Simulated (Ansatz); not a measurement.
# Equation of state of Ti$_{3}$Ag

```xyz
4
Lattice="4.1870 0.0000 0.0000 0.0000 4.1870 0.0000 0.0000 0.0000 3.9500" Properties=species:S:1:pos:R:3 pbc="T T T"
Ti    0.0000    2.0935    1.9750
Ti    2.0935    0.0000    1.9750
Ti    2.0935    2.0935    0.0000
Ag    0.0000    0.0000    0.0000
```

The cell comes from COD entry 1509562, which wasn't checked; take it as a given geometry.

Spin polarisation is left out, and whether a magnetic state lies lower isn't shown here.

All numbers are computed: DFT, LDA, all-electron LAPW, scalar-relativistic (Ansatz 0.2.0); DFT, LDA, PAW with Ansatz's default frozen-core files, scalar-relativistic (Ansatz 0.2.0).

For LAPW: a Γ-centred 9×9×9 k mesh, Fermi–Dirac smearing of 0.08 eV, basis error target 0.5 meV/atom, no spin polarisation. PAW takes a cutoff of 420 eV at this cell (files made with PBE, cores remade for this functional). The Ansatz runs share mesh, smearing and spin set-up. Plane-wave (PAW) pressures include the program's estimate of the Pulay term.

The cell above is scaled evenly, with fractional coordinates and shape held.

| V/V(cell) | V (Å³/atom) | P, LAPW (GPa) | P, PAW (GPa) | free energy over the lowest listed, PAW (meV/atom) |
| --- | --- | --- | --- | --- |
| 0.9400 | 16.273 | -3.26 | -3.26 | 0.0 |
| 0.9600 | 16.619 | -5.73 | -5.72 | 9.8 |
| 0.9800 | 16.966 | -7.93 | -7.92 | 24.5 |
| 0.9900 | 17.139 | -8.94 | -8.93 | 33.7 |
| 1.0000 | 17.312 | -9.89 | -9.89 | 43.8 |
| 1.0100 | 17.485 | -10.79 | -10.79 | 55.0 |
| 1.0200 | 17.658 | -11.64 | -11.64 | 67.1 |
| 1.0400 | 18.004 | -13.20 | -13.20 | 94.0 |
| 1.0600 | 18.351 | -14.59 | -14.58 | 124.1 |
